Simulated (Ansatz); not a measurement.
Ni:
```yaml
crystal:
  lattice:
    - [2.32813, 0.00000, 0.00000]
    - [0.00000, 2.32813, 0.00000]
    - [0.00000, 0.00000, 2.32813]
  atoms:
    - { symbol: Ni, position: [0.00000, 0.00000, 0.00000], spin: 0.5 }
```

Relaxed with PBE. Special points in fractions of this cell's reciprocal vectors: Γ (0.000, 0.000, 0.000); X (0.000, 0.500, 0.000); M (0.500, 0.500, 0.000); R (0.500, 0.500, 0.500).

Task: List the band energies nearest the Fermi level at these points for plane-wave PAW PBE (Ansatz code).

Result: In eV from the Fermi level; about four levels below and three above (degenerate sets whole), none deeper than 8.9 eV; … stands for higher levels left out; points with the same levels are listed once.

| k | below | above |
|---|---|---|
| Γ ↑ | -8.05 -3.58 -3.58 | … |
| X ↑ | -3.16 -1.39 -1.39 -1.09 | … |
| M ↑ | -4.18 -2.82 -1.18 -1.18 | 0.41 … |
| R ↑ | -3.27 -3.27 -3.27 | 0.47 0.47 … |
| Γ ↓ | -8.04 -3.18 -3.18 | … |
| X ↓ | -2.73 -1.11 -0.80 -0.80 | … |
| M ↓ | -3.78 -2.42 -0.58 -0.58 | 0.94 … |
| R ↓ | -2.79 -2.79 -2.79 | 0.99 0.99 … |

Space group Pm-3m (simple cubic). The cell is a constructed one: a structure type filled with these elements; neither database checked (COD, Materials Project) lists it. It is not the phase usual at ambient conditions (space group No. 225). Symmetry was held in the PBE relaxation. At this level the phase is mechanically unstable. Spin order of the final state: ferromagnetic, chosen from 3 collinear starts compared on coarse meshes (ties went to the first, and starts can fall back to one state), not a proven ground state.

Potentials: the later of the program's two PAW sets.
